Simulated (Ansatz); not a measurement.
Geometry optimisation in Ansatz: input, command and trajectory.

```yaml
crystal:
  lattice:
    - [0.0, 5.4700937627, -5.4700937627]
    - [5.4700937627, 5.4700937627, 0.0]
    - [5.4700937627, 0.0, -5.4700937627]
  atoms:
    - { symbol: Si, position: [0.125, 0.125, 0.125] }
    - { symbol: Si, position: [0.125, 0.625, 0.125] }
    - { symbol: Si, position: [0.625, 0.125, 0.125] }
    - { symbol: Si, position: [0.625, 0.625, 0.125] }
    - { symbol: Si, position: [0.125, 0.125, 0.625] }
    - { symbol: Si, position: [0.125, 0.625, 0.625] }
    - { symbol: Si, position: [0.625, 0.125, 0.625] }
    - { symbol: Si, position: [0.625, 0.625, 0.625] }
    - { symbol: Si, position: [0.25, 0.75, 0.25] }
    - { symbol: Si, position: [0.25, 0.25, 0.25] }
    - { symbol: Si, position: [0.75, 0.75, 0.25] }
    - { symbol: Si, position: [0.75, 0.25, 0.25] }
    - { symbol: Si, position: [0.25, 0.75, 0.75] }
    - { symbol: Si, position: [0.25, 0.25, 0.75] }
    - { symbol: Si, position: [0.75, 0.75, 0.75] }
    - { symbol: Si, position: [0.75, 0.25, 0.75] }
    - { symbol: Au, position: [-0.0160091094, 0.0091947857, 0.0155291152] }
total_charge: 1
basis:
  ecutwfc: 420
  xc_grid: 2
kpoints:
  mp_grid: { grid: [2, 2, 2], shift: [0.0, 0.0, 0.0] }
hamiltonian:
  xc: pbe
scf:
  occupations: { method: gaussian, width: 0.02 }
output:
  forces: true
  stress: false
  eigenvalues: true
  write_density: true
  write_potential: true
  elf: true
  volumetric_format: npy
relax:
  adjacent_minimum: "off"
  f_tol: 0.02
  max_steps: 60
```

```bash
ansatz run input.yaml --threads 8 --pin off --max-ram 20480MiB --backend cpu --events-out ev --progress --plain --runs-dir out
```

The calculation used Ansatz 0.2.0, DFT PBE, scalar-relativistic, plane waves, PAW.

The cell holds a point defect: Au interstitial, charge +1.

Of 14 frames 10 are shown, positions in Å and forces in eV/Å; the SCF threshold varies from step to step.

```xyz
17
Lattice="0.0000 5.4701 -5.4701 5.4701 5.4701 0.0000 5.4701 0.0000 -5.4701" Properties=species:S:1:pos:R:3:forces:R:3 pbc="T T T" step=1 free_energy_over_end_meV_per_atom=67.53
Si    1.3675    1.3675   -1.3675    1.2625    1.8128   -1.7048
Si    4.1026    4.1026   -1.3675   -1.3360   -0.8845   -0.9927
Si    1.3675    4.1026   -4.1026    1.6304   -1.9752    2.0947
Si    4.1026    6.8376   -4.1026   -0.3051    0.2140    0.1697
Si    4.1026    1.3675   -4.1026   -1.1342    0.8938    0.7917
Si    6.8376    4.1026   -4.1026    0.0568   -0.1332    0.1525
Si    4.1026    4.1026   -6.8376   -0.2925   -0.1406   -0.1836
Si    6.8376    6.8376   -6.8376    0.0545    0.1939   -0.1741
Si    5.4701    5.4701   -2.7350    0.0255   -0.0066   -1.0337
Si    2.7350    2.7350   -2.7350    0.1306   -0.0366    0.0070
Si    5.4701    8.2051   -5.4701    0.0260   -1.1532    0.0071
Si    2.7350    5.4701   -5.4701    1.4970   -0.0061    0.0055
Si    8.2051    5.4701   -5.4701   -0.7208   -0.0068    0.0075
Si    5.4701    2.7350   -5.4701    0.0246    0.9497    0.0070
Si    8.2051    8.2051   -8.2051    0.0894   -0.0239    0.0087
Si    5.4701    5.4701   -8.2051    0.0254   -0.0070    1.0606
Au    0.1352   -0.0373    0.0026   -1.0341    0.3096   -0.2231
17
Lattice="0.0000 5.4701 -5.4701 5.4701 5.4701 0.0000 5.4701 0.0000 -5.4701" Properties=species:S:1:pos:R:3:forces:R:3 pbc="T T T" step=2 free_energy_over_end_meV_per_atom=28.16
Si    1.4158    1.4310   -1.4277   -0.0177    0.3541   -0.3057
Si    4.0606    4.0767   -1.3968   -0.2207    0.0885   -0.0177
Si    1.4288    4.0328   -4.0297    0.1302   -0.3448    0.3974
Si    4.0653    6.8671   -4.0774    0.0305   -0.1141   -0.1742
Si    4.0723    1.3886   -4.0848   -0.1298   -0.0236   -0.1236
Si    6.8340    4.0961   -4.0929   -0.1544    0.1097   -0.1123
Si    4.0699    4.0842   -6.8603    0.0334    0.1632    0.1088
Si    6.8371    6.8540   -6.8512   -0.1720   -0.0804    0.0785
Si    5.4633    5.4847   -2.7855    0.0618    0.0444   -0.0978
Si    2.7850    2.7208   -2.7338    0.1661   -0.0463    0.0461
Si    5.4678    8.1536   -5.4561    0.0834   -0.1412    0.1027
Si    2.7934    5.4704   -5.4662    0.2621   -0.0324    0.0555
Si    8.1546    5.4711   -5.4735   -0.0413   -0.0229    0.0111
Si    5.4672    2.7850   -5.4834    0.0741    0.0905   -0.0357
Si    8.1827    8.2116   -8.2045   -0.0019    0.0003    0.0212
Si    5.4716    5.4571   -8.1548    0.0926   -0.0898    0.1281
Au    0.1469   -0.0409   -0.0001   -0.1957    0.0446   -0.0822
17
Lattice="0.0000 5.4701 -5.4701 5.4701 5.4701 0.0000 5.4701 0.0000 -5.4701" Properties=species:S:1:pos:R:3:forces:R:3 pbc="T T T" step=4 free_energy_over_end_meV_per_atom=19.58
Si    1.4469    1.4878   -1.4748   -0.3944   -0.0504    0.0849
Si    4.0697    4.1558   -1.3415   -0.1095    0.2789   -0.0420
Si    1.5494    3.9084   -3.9033   -0.2179    0.2617   -0.2234
Si    3.9876    6.9311   -4.0661    0.0172    0.0301    0.0586
Si    4.1202    1.3017   -4.2053   -0.1179    0.0854   -0.2166
Si    6.7045    4.1548   -4.1272    0.1110   -0.0576    0.0478
Si    4.0149    4.1036   -6.8988    0.0094   -0.0572   -0.0259
Si    6.7226    6.8644   -6.8527    0.0967    0.0267   -0.0216
Si    5.4228    5.5862   -2.7942   -0.0468    0.0023    0.1426
Si    3.0180    2.6276   -2.6882    0.0762   -0.0576    0.0461
Si    5.4848    8.1649   -5.3560    0.0727    0.1221    0.0789
Si    2.8318    5.4443   -5.4183   -0.1782   -0.1254    0.1346
Si    8.0535    5.4811   -5.5017    0.1841    0.0175    0.0152
Si    5.4519    2.8096   -5.5734   -0.0602   -0.1235    0.0167
Si    8.0474    8.2592   -8.2114   -0.0090    0.0174   -0.0272
Si    5.5066    5.3664   -8.1735    0.0478   -0.0535   -0.1113
Au    0.2844   -0.1029    0.0076    0.5191   -0.3169    0.0425
17
Lattice="0.0000 5.4701 -5.4701 5.4701 5.4701 0.0000 5.4701 0.0000 -5.4701" Properties=species:S:1:pos:R:3:forces:R:3 pbc="T T T" step=5 free_energy_over_end_meV_per_atom=18.69
Si    1.3874    1.5196   -1.4798   -0.1842   -0.1509    0.0499
Si    4.0368    4.2314   -1.3161    0.1340    0.0043   -0.3406
Si    1.6248    3.8017   -3.7985   -0.2185    0.4162   -0.3647
Si    3.9609    6.9725   -4.0753   -0.0715    0.0709    0.0735
Si    4.1404    1.2549   -4.3286    0.0323    0.3195    0.1132
Si    6.6524    4.1889   -4.1299    0.0873   -0.1129    0.1064
Si    3.9974    4.1590   -6.9277   -0.0483   -0.1015   -0.0439
Si    6.6799    6.8951   -6.8835    0.0861    0.0459   -0.0389
Si    5.3796    5.6291   -2.7975   -0.1345   -0.0135    0.2381
Si    3.1589    2.5096   -2.6229   -0.1712    0.0152    0.1288
Si    5.5078    8.1840   -5.3151    0.0871   -0.0202    0.0168
Si    2.8339    5.4081   -5.3555    0.1431   -0.1450    0.1625
Si    7.9779    5.5001   -5.5239    0.2384    0.0975   -0.0324
Si    5.4227    2.8575   -5.6084   -0.1442   -0.2172    0.0632
Si    8.0141    8.3032   -8.2225    0.0143    0.0234   -0.0258
Si    5.5428    5.3357   -8.2178    0.0338    0.0319   -0.0365
Au    0.3988   -0.2064    0.0244    0.1148   -0.2625   -0.0702
17
Lattice="0.0000 5.4701 -5.4701 5.4701 5.4701 0.0000 5.4701 0.0000 -5.4701" Properties=species:S:1:pos:R:3:forces:R:3 pbc="T T T" step=7 free_energy_over_end_meV_per_atom=9.28
Si    1.2530    1.4888   -1.4415    0.0456    0.0012    0.0740
Si    4.0039    4.1937   -1.4343   -0.0581    0.0039    0.0938
Si    1.5966    3.8682   -3.8196    0.0387   -0.0815    0.0864
Si    3.9275    7.0161   -4.0940    0.0288   -0.0230    0.0062
Si    4.2056    1.2842   -4.2370    0.0032   -0.0801    0.1081
Si    6.7057    4.2504   -4.1417    0.0175   -0.0099   -0.0030
Si    4.0329    4.1773   -6.8947    0.0471   -0.0283    0.0966
Si    6.7719    6.9089   -6.8862    0.0258   -0.0381    0.0912
Si    5.3154    5.6228   -2.8296    0.0239   -0.0085   -0.0527
Si    3.0031    2.4598   -2.6079   -0.0079   -0.0024    0.0193
Si    5.5388    8.1307   -5.3301   -0.0567   -0.0720   -0.0034
Si    2.8356    5.3717   -5.2984   -0.0331    0.1343   -0.0545
Si    8.1014    5.5315   -5.5302    0.0044   -0.0023   -0.0042
Si    5.4125    2.8656   -5.5282    0.0168   -0.0027   -0.0074
Si    8.0436    8.3682   -8.2175   -0.0505    0.0409   -0.0152
Si    5.5750    5.3734   -8.1909   -0.1286    0.1542   -0.0452
Au    0.3939   -0.3671   -0.0968    0.0824    0.0151   -0.3886
17
Lattice="0.0000 5.4701 -5.4701 5.4701 5.4701 0.0000 5.4701 0.0000 -5.4701" Properties=species:S:1:pos:R:3:forces:R:3 pbc="T T T" step=8 free_energy_over_end_meV_per_atom=5.94
Si    1.2195    1.5077   -1.4482    0.0990   -0.0943    0.1215
Si    3.9519    4.1984   -1.4749   -0.0304   -0.0347    0.1815
Si    1.5949    3.9025   -3.8222   -0.1124   -0.1274    0.0085
Si    3.9108    7.0472   -4.0735   -0.0098    0.0044    0.0329
Si    4.2351    1.2581   -4.2135   -0.0778   -0.0961    0.0905
Si    6.7154    4.2611   -4.1349   -0.0174    0.0040    0.0056
Si    4.0583    4.1895   -6.8553    0.0525   -0.0080    0.0673
Si    6.7816    6.9104   -6.8726    0.0207   -0.0639    0.0642
Si    5.2951    5.6236   -2.8415    0.0320    0.0233   -0.1245
Si    2.9721    2.4424   -2.6210    0.0780    0.0273   -0.0819
Si    5.5422    8.1023   -5.3151   -0.0628   -0.0125    0.0696
Si    2.8512    5.3827   -5.2640   -0.1965    0.1652   -0.1803
Si    8.1146    5.5407   -5.5213    0.0497   -0.0471    0.0029
Si    5.4168    2.8529   -5.4919    0.0241    0.0528   -0.0484
Si    8.0435    8.4022   -8.1827   -0.0161    0.0285    0.0386
Si    5.5766    5.3916   -8.1894   -0.1024    0.0564    0.0263
Au    0.4370   -0.4692   -0.2569    0.2689    0.1235   -0.2728
17
Lattice="0.0000 5.4701 -5.4701 5.4701 5.4701 0.0000 5.4701 0.0000 -5.4701" Properties=species:S:1:pos:R:3:forces:R:3 pbc="T T T" step=10 free_energy_over_end_meV_per_atom=1.42
Si    1.4035    1.5349   -1.4566   -0.0559    0.0218   -0.0564
Si    3.9423    4.0834   -1.4504   -0.0262    0.0436   -0.0651
Si    1.4840    3.9770   -3.9120   -0.0375    0.0580    0.0109
Si    3.8556    7.0897   -3.8988   -0.0421    0.0378   -0.0458
Si    4.2789    1.1960   -4.2639   -0.0831    0.0962    0.0088
Si    6.7167    4.2231   -4.0874   -0.0040    0.0160   -0.0351
Si    4.0854    4.2120   -6.7486    0.0204    0.0514   -0.0260
Si    6.7336    6.8609   -6.7521   -0.0456   -0.0254   -0.0152
Si    5.3180    5.6336   -2.8307    0.0199   -0.0226   -0.1205
Si    2.9596    2.5264   -2.8501    0.0780   -0.0824   -0.0081
Si    5.3734    8.1088   -5.3109    0.0825   -0.0328    0.0454
Si    2.8367    5.5631   -5.2991    0.0629   -0.0845    0.0323
Si    8.1350    5.4508   -5.5014    0.0270   -0.0111    0.0595
Si    5.4977    2.8039   -5.5086    0.0057   -0.0140    0.0770
Si    7.9821    8.4348   -8.0029    0.0380   -0.0333    0.0223
Si    5.5345    5.4109   -8.1614   -0.0224   -0.0014    0.0674
Au    0.5795   -0.5651   -0.5439   -0.0176   -0.0175    0.0494
17
Lattice="0.0000 5.4701 -5.4701 5.4701 5.4701 0.0000 5.4701 0.0000 -5.4701" Properties=species:S:1:pos:R:3:forces:R:3 pbc="T T T" step=11 free_energy_over_end_meV_per_atom=0.29
Si    1.3475    1.5308   -1.4730   -0.0306   -0.0335   -0.0639
Si    3.9450    4.1215   -1.4740    0.0167    0.0413   -0.0658
Si    1.4952    3.9793   -3.8843    0.0079   -0.0103   -0.0461
Si    3.8472    7.0992   -3.9461    0.0024   -0.0011   -0.0471
Si    4.2651    1.2124   -4.2404    0.0102   -0.0207    0.0131
Si    6.7291    4.2216   -4.0967    0.0153   -0.0187    0.0300
Si    4.0897    4.2060   -6.7532   -0.0003   -0.0253    0.0095
Si    6.7439    6.8585   -6.7571    0.0212   -0.0034    0.0144
Si    5.3079    5.6346   -2.8742   -0.0045    0.0121    0.0676
Si    2.9586    2.5127   -2.8053   -0.0390    0.0337    0.0496
Si    5.4214    8.1094   -5.2943    0.0222    0.0119    0.0666
Si    2.8346    5.5229   -5.2902   -0.0371   -0.0134    0.0591
Si    8.1463    5.4612   -5.4939   -0.0192   -0.0028   -0.0374
Si    5.4860    2.8035   -5.4899    0.0081    0.0138   -0.0405
Si    7.9948    8.4265   -8.0146   -0.0155    0.0018   -0.0022
Si    5.5310    5.4152   -8.1522    0.0088    0.0053   -0.0188
Au    0.5734   -0.5713   -0.5394    0.0337    0.0097    0.0118
17
Lattice="0.0000 5.4701 -5.4701 5.4701 5.4701 0.0000 5.4701 0.0000 -5.4701" Properties=species:S:1:pos:R:3:forces:R:3 pbc="T T T" step=13 free_energy_over_end_meV_per_atom=0.02
Si    1.3207    1.5282   -1.4902    0.0069   -0.0146    0.0028
Si    3.9478    4.1525   -1.4909    0.0075   -0.0063    0.0040
Si    1.5022    3.9773   -3.8751    0.0120   -0.0248    0.0111
Si    3.8439    7.1031   -3.9657   -0.0118    0.0112   -0.0251
Si    4.2613    1.2148   -4.2271   -0.0078    0.0009   -0.0035
Si    6.7284    4.2179   -4.1011   -0.0043    0.0016   -0.0037
Si    4.0867    4.1974   -6.7572   -0.0056    0.0144    0.0090
Si    6.7493    6.8587   -6.7565   -0.0171    0.0088    0.0073
Si    5.3048    5.6397   -2.8857   -0.0190    0.0220    0.0086
Si    2.9583    2.5152   -2.7817    0.0187   -0.0121    0.0250
Si    5.4465    8.1109   -5.2766   -0.0072    0.0082   -0.0046
Si    2.8353    5.5012   -5.2773   -0.0130    0.0113   -0.0108
Si    8.1461    5.4662   -5.4920    0.0234   -0.0046   -0.0039
Si    5.4787    2.8007   -5.4913    0.0044   -0.0174   -0.0066
Si    7.9922    8.4234   -8.0236    0.0160   -0.0128    0.0060
Si    5.5330    5.4135   -8.1480   -0.0091    0.0089   -0.0138
Au    0.5813   -0.5767   -0.5388    0.0061    0.0055   -0.0019
17
Lattice="0.0000 5.4701 -5.4701 5.4701 5.4701 0.0000 5.4701 0.0000 -5.4701" Properties=species:S:1:pos:R:3:forces:R:3 pbc="T T T" step=14 free_energy_over_end_meV_per_atom=0.00
Si    1.3167    1.5262   -1.4950   -0.0073   -0.0065    0.0122
Si    3.9509    4.1606   -1.4907   -0.0006    0.0101    0.0052
Si    1.5117    3.9626   -3.8701   -0.0013    0.0144   -0.0081
Si    3.8330    7.1115   -3.9776    0.0107   -0.0013    0.0133
Si    4.2625    1.2131   -4.2295    0.0087   -0.0038    0.0014
Si    6.7208    4.2233   -4.0982    0.0153   -0.0129   -0.0011
Si    4.0886    4.1992   -6.7589   -0.0025   -0.0070   -0.0069
Si    6.7459    6.8571   -6.7589    0.0090    0.0016   -0.0053
Si    5.2949    5.6514   -2.8884    0.0043   -0.0084    0.0116
Si    2.9723    2.5078   -2.7675   -0.0095   -0.0026   -0.0085
Si    5.4515    8.1113   -5.2740   -0.0013   -0.0027   -0.0096
Si    2.8342    5.4953   -5.2756    0.0072   -0.0104   -0.0068
Si    8.1439    5.4665   -5.4909   -0.0073    0.0028    0.0000
Si    5.4799    2.8000   -5.4930   -0.0064    0.0106    0.0037
Si    7.9896    8.4258   -8.0226   -0.0110    0.0113   -0.0041
Si    5.5376    5.4078   -8.1558   -0.0095    0.0073    0.0159
Au    0.5825   -0.5753   -0.5318    0.0014   -0.0023   -0.0128
```

Time: 8.8 s on 8 threads of AMD EPYC 9R45 96-Core Processor (Zen 5) (shared host), peak memory 1.2 GiB.

Spin–orbit coupling is left out, which can shift energies with elements as heavy as these.